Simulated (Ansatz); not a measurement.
**E(M) for Ta (P63/mmc)**

```
Ta
1.0
     2.90037    0.00000    0.00000
    -1.45019    2.51180    0.00000
     0.00000    0.00000    5.16627
Ta
2
Direct
  0.66667 0.33333 0.75000
  0.33333 0.66667 0.25000
```

Geometry: a structure from the Materials Project; nothing is relaxed.

Settings: LDA, 11×11×6 k mesh, Fermi–Dirac smearing of 0.05 eV. PAW means Ansatz 0.2.0 on its default frozen-core files; LAPW is all-electron LAPW in Ansatz 0.2.0. Site moments are integrated in spheres about the atoms, whose radii differ between the methods. Start moments of the first PAW run (μB): Ta1 0.6, Ta2 0.6.

The total moment M of the cell is held by giving each spin its own Fermi level. Half their difference over μB is the field that would hold M, so μB·B = dF/dM. Energies count from each method's free run. The held moment starts spread evenly over Ta1, Ta2.

Problem. Does the cell keep a net moment when the moments are free, and how does its energy change with a held moment?

Solution. The free run has no net moment (M = 0.00 μB). 
```
M (μB/cell)  ΔF PAW (meV/cell)  ΔF LAPW (meV/cell)  B, PAW (T)  largest site moment, PAW (μB)  pressure, PAW (GPa)
       0.00                0.0                 0.0           –                           0.00                -11.8
       0.10               +2.0                +2.0        +682                           0.03                -11.8
       0.30              +16.5                   –       +1755                           0.10                -11.7
       0.60              +56.8               +56.6       +2804                           0.20                -11.3
       1.00             +133.5                   –       +3843                           0.33                -10.7
       1.60             +304.8              +303.6       +6175                           0.53                 -9.3
       2.40             +690.9              +688.5      +10736                           0.79                 -6.1
```

Problem. Check μB·B = dF/dM between M = 0.30 and 0.60 μB with the PAW numbers.

Solution. ΔF/ΔM = +40.3 meV / 0.30 = +134.2 meV per μB, which is +2318 T with μB = 0.05788 meV/T. The mean of the two holding fields is +2280 T. The slope equals the mean of B over the step, so the two agree where B(M) is nearly straight between its ends, and here they lie within a tenth of each other.

Separate runs put a uniform field on the spins (g = 2):

```json
{"field (T)": "300", "M PAW (μB/cell)": "0.043", "M LAPW (μB/cell)": "0.043"}
{"field (T)": "600", "M PAW (μB/cell)": "0.087", "M LAPW (μB/cell)": "0.088"}
```

The PAW files were made with PBE; the program remakes their cores once for the run's functional and then keeps them frozen. The Ansatz runs typed with the search for lower states off end where their start leads. Spin–orbit coupling is left out although heavy atoms are present. These are results for the start and cell typed. The real compound can order otherwise, in a larger cell, or not at all, since semilocal functionals at zero temperature often overstate magnetism.
